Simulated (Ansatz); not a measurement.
# CdS with Na replacing Cd: gradients before and after relaxing the atoms

Start: a supercell of CdS (zinc blende type, F-43m) built from an entry of the Crystallography Open Database (COD), with all atoms left at the host's positions.

Space group F-43m (No. 216); a = 17.4990 Å.

```
site  Wyckoff  site symmetry       x       y       z
  Na       4a           -43m  0.0000  0.0000  0.0000
 Cd2      48h            ..m  0.1667  0.0000  0.1667
 Cd5      16e            .3m  0.3333  0.8333  0.1667
 Cd9      16e            .3m  0.6667  0.6667  0.3333
Cd15      24f           2.mm  0.5000  0.6667  0.5000
 S28      16e            .3m  0.0833  0.9167  0.0833
 S29      24g           2.mm  0.2500  0.9167  0.2500
 S33      48h            ..m  0.5833  0.7500  0.4167
 S41      16e            .3m  0.4167  0.5833  0.4167
 S54       4c           -43m  0.7500  0.2500  0.7500
```

One atom of each set is listed; the run and its k-mesh use a cell of 54 atoms with edges of 12.37, 12.37, 12.37 Å.

Computed with Ansatz: DFT, PBE, plane waves and PAW, scalar-relativistic, 420 eV cutoff, Γ-centred 2×2×2 k-points, Fermi–Dirac smearing 0.01 eV, cell charge -1.

The largest force at the start is 0.60 eV/Å. Relaxing the ions at fixed cell moves them by 0.061 Å at most (atom 28, S) and 0.023 Å rms.

```csv
site,moved (Å),first shell before,first shell after,V_zz before (10²¹ V/m²),η before
Na,0.000,4 S at 2.53 Å,4 S at 2.59 Å,0.00,–
Cd2,0.030,4 S at 2.53 Å,4 S at 2.48–2.54 Å,-1.77,0.43
Cd5,0.011,4 S at 2.53 Å,4 S at 2.52–2.54 Å,0.43,0.00
Cd9,0.003,4 S at 2.53 Å,4 S at 2.52–2.53 Å,0.33,0.00
Cd15,0.013,4 S at 2.53 Å,4 S at 2.53 Å,-0.26,0.76
S28,0.061,"1 Na at 2.53 Å, 3 Cd at 2.53 Å","3 Cd at 2.48 Å, 1 Na at 2.59 Å",-8.29,0.00
S29,0.004,4 Cd at 2.53 Å,4 Cd at 2.52 Å,-1.04,0.25
S33,0.008,4 Cd at 2.53 Å,4 Cd at 2.52–2.54 Å,0.52,0.14
S41,0.000,4 Cd at 2.53 Å,4 Cd at 2.53–2.54 Å,-0.053,0.00
```

**Question.** How do the gradients change?

**Answer.** 

```csv
site,V_zz after,η after,change of V_zz
Na,0.00,–,0.00
Cd2,-3.19,0.49,-1.42
Cd5,0.74,0.00,+0.31
Cd9,0.47,0.00,+0.14
Cd15,-0.58,0.82,-0.32
S28,-8.49,0.00,-0.20
S29,-0.94,0.31,+0.10
S33,0.41,0.74,-0.11
S41,-0.13,0.00,-0.08
```

The largest change of V_zz is on Cd2, from -1.77 to -3.19. In per cent, |V_zz| changes by +80 on Cd, -22 to +2 on S (all sites that start above 0.5). Where |V_zz| stays above 0.1, η moves most on S33, from 0.14 to 0.74. Other sites without a gradient aren't listed.

The defect repeats with the cell of 54 atoms, so it feels its images: sites between two images don't show the values beside a lone defect, and zeros or small values of η there can come from the images' arrangement. A uniform background compensates the cell's charge. Without spin–orbit coupling (the program notes it for Cd) the gradients can shift somewhat, as the gap is small.
Before: The neighbours have not yet relaxed around the defect (largest force 0.60 eV/Å), so a real crystal will differ.
After: The relaxation keeps the site symmetry -43m of the start, so the impurity can't leave its site; a start off the site could end lower.
